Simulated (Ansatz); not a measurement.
Relaxation of a generated cell, Ni built in the diamond structure type; 2 atoms in the cell, which starts as Fd-3m, origin choice 1 (No. 227), cF8; a = 4.601 Å, b = 4.601 Å, c = 4.601 Å, α = 90.00°, β = 90.00°, γ = 90.00°. These are PBE (plane waves to 420 eV, PAW, scalar-relativistic; Ansatz, a program for electronic structure) values and carry that method's errors. Γ-centred k-mesh 12×12×12 on the run's cell (coarser than for final values), Fermi–Dirac smearing 0.05 eV. This is the first round of the run. Spin-polarised start, with parallel moments on Ni.

The optimiser's lines from the output (shortened; P is positive under compression):

```
relax step   1: F+E_penalty+E_count = -11675.84831594 eV  Δ(F+E_penalty+E_count) = +0.000e0 eV  max|allowed force component| = 1.388e-17 eV/Å  Δτ_max = 0.0000 Å  P = +59.136 GPa  Ω = 24.355 Å³  (12 SCF iters, dr2 threshold 1.00e-7 eV, accepted)
relax step   2: F+E_penalty+E_count = -11676.74844241 eV  Δ(F+E_penalty+E_count) = -9.001e-1 eV  max|allowed force component| = 1.457e-16 eV/Å  Δτ_max = 0.0000 Å  P = +22.336 GPa  Ω = 28.093 Å³  (11 SCF iters, dr2 threshold 2.00e-7 eV, accepted)
relax step   3: F+E_penalty+E_count = -11676.98756049 eV  Δ(F+E_penalty+E_count) = -2.391e-1 eV  max|allowed force component| = 7.401e-17 eV/Å  Δτ_max = 0.0000 Å  P = +5.592 GPa  Ω = 30.970 Å³  (10 SCF iters, dr2 threshold 2.00e-7 eV, accepted)
relax step   4: F+E_penalty+E_count = -11677.00627479 eV  Δ(F+E_penalty+E_count) = -1.871e-2 eV  max|allowed force component| = 7.633e-17 eV/Å  Δτ_max = 0.0000 Å  P = -1.119 GPa  Ω = 32.433 Å³  (11 SCF iters, dr2 threshold 2.00e-7 eV, accepted)
relax step   5: F+E_penalty+E_count = -11677.00735872 eV  Δ(F+E_penalty+E_count) = -1.084e-3 eV  max|allowed force component| = 2.544e-17 eV/Å  Δτ_max = 0.0000 Å  P = -0.010 GPa  Ω = 32.180 Å³  (7 SCF iters, dr2 threshold 2.00e-7 eV, accepted)
relax step   6: F+E_penalty+E_count = -11677.05078746 eV  Δ(F+E_penalty+E_count) = -4.343e-2 eV  max|allowed force component| = 3.238e-17 eV/Å  Δτ_max = 0.0000 Å  P = +3.001 GPa  Ω = 32.180 Å³  stress off target by 3.00e0 GPa  SCF on the basis re-selected at this cell (its energy is not comparable with the rows above)  (11 SCF iters)
relax step   7: F+E_penalty+E_count = -11677.05867157 eV  Δ(F+E_penalty+E_count) = -7.884e-3 eV  max|allowed force component| = 4.395e-17 eV/Å  Δτ_max = 0.0000 Å  P = +0.942 GPa  Ω = 32.857 Å³  (10 SCF iters, dr2 threshold 2.00e-7 eV, accepted)
relax step   8: F+E_penalty+E_count = -11677.05944945 eV  Δ(F+E_penalty+E_count) = -7.779e-4 eV  max|allowed force component| = 3.701e-17 eV/Å  Δτ_max = 0.0000 Å  P = +0.107 GPa  Ω = 33.158 Å³  (8 SCF iters, dr2 threshold 2.00e-7 eV, accepted)
relax step   9: F+E_penalty+E_count = -11677.05943417 eV  Δ(F+E_penalty+E_count) = +1.528e-5 eV  max|allowed force component| = 2.776e-17 eV/Å  Δτ_max = 0.0000 Å  P = -0.001 GPa  Ω = 33.198 Å³  (6 SCF iters, dr2 threshold 2.86e-8 eV, accepted)
relax step  10: F+E_penalty+E_count = -11677.05984703 eV  Δ(F+E_penalty+E_count) = -4.129e-4 eV  max|allowed force component| = 2.776e-17 eV/Å  Δτ_max = 0.0000 Å  P = -0.056 GPa  Ω = 33.198 Å³  stress off target by 5.64e-2 GPa  SCF on the basis re-selected at this cell (its energy is not comparable with the rows above)  (11 SCF iters)
relax step  11: F+E_penalty+E_count = -11677.05985958 eV  Δ(F+E_penalty+E_count) = -1.256e-5 eV  max|allowed force component| = 3.932e-17 eV/Å  Δτ_max = 0.0000 Å  P = +0.000 GPa  Ω = 33.177 Å³  (7 SCF iters, dr2 threshold 7.96e-9 eV, accepted)
relax step  12: F+E_penalty+E_count = -11677.05985543 eV  Δ(F+E_penalty+E_count) = +4.151e-6 eV  max|allowed force component| = 3.238e-17 eV/Å  Δτ_max = 0.0000 Å  P = +0.000 GPa  Ω = 33.177 Å³  stress off target by 3.59e-4 GPa  SCF on the basis re-selected at this cell (its energy is not comparable with the rows above)  (6 SCF iters)
```

From the first to the last row the energy changes by -0.61 eV/atom and the volume by +36.2 %. The last row is marked as not comparable with the walk above it, whose basis was carried along; it does compare with step 1, since both stand on a basis selected at the nominal cutoff for their own cell.

Energy and pressure jump between steps 5 and 6 at one geometry, where the plane-wave basis was selected anew. While the cell walks, the set of plane waves is carried along, so its effective cutoff drifts with the strain; re-selecting it at 420 eV moved the energy by -0.022 eV/atom and the pressure by 3.0 GPa. Only step 1 and rows on a re-selected basis compare with each other.

Later rounds, restarted from the end of this one on a renewed k-mesh, logged 5 more steps and released under 0.01 eV/atom more. The final structure after all rounds: Fd-3m, origin choice 1 (No. 227), cF8, diamond type; a = b = c = 5.1005 Å, α = β = γ = 90.00°. Between re-selections the logged energies stand on a plane-wave basis carried along with the cell. Spin state reached: ferromagnetic (net 0.80 μB/atom), from parallel starting moments; other spin orders were not run from this start.

The run could not lose the symmetry of its start, so the end can be a saddle point.

All atoms sit on sites fixed by symmetry, so only the cell could relax.

The relaxed structure here is a generated cell of Ni: the first start was made by placing the elements on the sites of a structure type, and the end was not matched to a known phase here, so it may be hypothetical. Known forms of Ni include space group No. 225.
